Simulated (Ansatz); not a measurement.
Relaxed Ru (hcp, Mg type):

```xyz
4
Lattice="2.7046 0.0000 0.0000 -1.3523 2.3422 0.0000 0.0000 0.0000 8.5202" Properties=species:S:1:pos:R:3 pbc="T T T"
Ru     0.0000     1.5615     3.1951
Ru     0.0000     1.5615     7.4552
Ru     1.3523     0.7807     1.0650
Ru     1.3523     0.7807     5.3251
```

The atoms are displaced by Q × the pattern below (from a DFPT mode at A = (0.0, 0.0, 0.5), largest move 1; Q in Å), at fixed cell. It is one choice among 2 degenerate patterns. (q is in reciprocal vectors of the primitive cell; the cell shown is doubled to hold the pattern.)

```json
[
 {"atom": "Ru1", "x": "0.000", "y": "0.000", "z": "-1.000"},
 {"atom": "Ru2", "x": "0.000", "y": "0.000", "z": "1.000"}
]
```

Atoms not listed stay in place.

These are r2SCAN (plane waves to 500 eV, PAW, scalar-relativistic; Ansatz, an electronic-structure program) values and carry that method's errors. k mesh 20×20×6 (Γ-centred), Fermi-Dirac smearing 0.05 eV. With partly filled bands, energies and forces of such displacements shift with the k mesh and the smearing. Ru is run without spin polarisation. Ru was relaxed with its symmetry unable to fall.

At one point of the scan the forces (eV/Å) are:

```tsv
atom	Fx	Fy	Fz
Ru1	0.000	0.000	0.860
Ru2	0.000	0.000	-0.860
Ru3	0.000	0.000	0.000
Ru4	0.000	0.000	0.000
```

Question: Which point is it?
A. Q = 0.017 Å
B. Q = 0.033 Å
C. Q = 0.067 Å
D. Q = 0.050 Å

Answer: D, Q = 0.050 Å

(A displaced cell: forces are minus the slopes of the energy, force constants its curvatures, and phonons follow from these.)
